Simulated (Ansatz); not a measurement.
# How many states can DFT+U reach in MnCl2 (R-3m)?

Computed with Ansatz (plane waves, PAW): PBEsol+U, U_eff = 3.0 eV (Dudarev form) on Mn d, fully localised double counting, scalar-relativistic datasets, 420 eV, PAW set soft_2 (made for PBE), 6×6×6 mesh, Gaussian smearing of 0.05 eV.

```
Mn Cl
1.0
     1.84300    1.06406    5.82333
    -1.84300    1.06406    5.82333
     0.00000   -2.12811    5.82333
Mn Cl
1 2
Cartesian
  0.0000 0.0000 0.0000
  0.0000 0.0000 4.3675
  0.0000 0.0000 13.1025
```

The structure is that of a cell as deposited in COD, unrelaxed.

Cell and atoms stay fixed, and the cell was started in 6 ways, without spin–orbit coupling. The starts were built for 5 d electrons on Mn, a formal count that the converged states needn't keep. Starting moments of the plain starts: Mn1 5.00 μB (atoms counted from 1).

Energies count from the lowest free state found; constrained states (a lock kept on the moments, or spin off) can lie above or below free ones. A natural orbital (eigenvector of a shell's occupation matrix) is counted as filled above 0.75 (0.9 in a metal) and as partly filled from 0.35 up to that; ↑ and ↓ are the spin channels.

```tsv
state	reached from	ΔE (meV/atom)	gap (eV)	P (GPa)	cell spin moment (μB)	site spin moments (μB)	shell filling	Hubbard energy (eV/cell)	flags
1	from atoms, symmetry kept, no search; from atoms, default search; random orbitals: random mixtures, one electron more (draw 7); 2 more	0.0	3.33	-1.9	5.00	Mn 4.49; Cl 0.07	Mn 5↑ 0↓, 5.25 e	0.38	–
2	random orbitals: single harmonics, lower spin (4+1 electrons) (draw 4)	693.7	0.67	-6.7	3.00	Mn 2.82	Mn 4↑ 1↓, 5.47 e	0.66	occupations loosely converged
```

The lowest free state (state 1) has 5 d electrons in filled orbitals, 5 of them unpaired, the high-spin filling, a gap of 3.33 eV and a whole-number cell moment of 5 μB, as a collinear insulator must have. Its natural occupations are Mn1 spin up: 1.00 1.00 1.00 1.00 1.00; Mn1 spin down: 0.02 0.02 0.02 0.10 0.10. Since all bands are wholly filled or empty, the fractional occupations (0.10) come from mixing of the shell with the neighbours' orbitals (covalency), not from partly filled bands.

State 2 lies 693.7 meV/atom higher, or 2.08 eV per cell. It has 5 d electrons in filled orbitals, 3 of them unpaired, the intermediate-spin filling (Hund's first rule gives 5 unpaired), a gap of 0.67 eV and a whole-number cell moment of 3 μB, as a collinear insulator must have; natural occupations Mn1 spin up: 0.25 1.00 1.00 1.00 1.00; Mn1 spin down: 0.02 0.02 0.10 0.11 0.99. On Mn1, N↑ − N↓ is 3.00 in size in state 2 against 4.73 in state 1: with fewer parallel spins, state 2 lacks part of the exchange energy behind Hund's first rule. With J = 0 the Hubbard energy is (U/2) Σ λ(1 − λ), a penalty on fractional natural occupations. The sums Σ λ(1 − λ) over the cell's shells are 0.25 for state 1 and 0.44 for state 2, which at U/2 = 1.50 eV give 0.38 and 0.66 eV per cell. Of the difference of 2.08 eV per cell, the Hubbard term gives 0.28 eV and all other terms 1.80 eV, so the Hubbard term itself makes little of it, though U shapes both states. The other terms are taken on each state's own density, so they aren't the result of a run without U.

With one Mn ion in the cell, Mn moments can't oppose each other.

In the lowest free state the fixed cell carries a pressure of -1.9 GPa and forces up to 0.55 eV/Å; relaxing would change energies and could change the order of close states.

A still lower state can't be excluded. U is one value of a scan, not fitted to this compound, so the states needn't resemble the real material's. A gap on the mesh alone may shrink between mesh points. Site moments are integrated in small spheres and here fall short of the shell's N↑ − N↓.
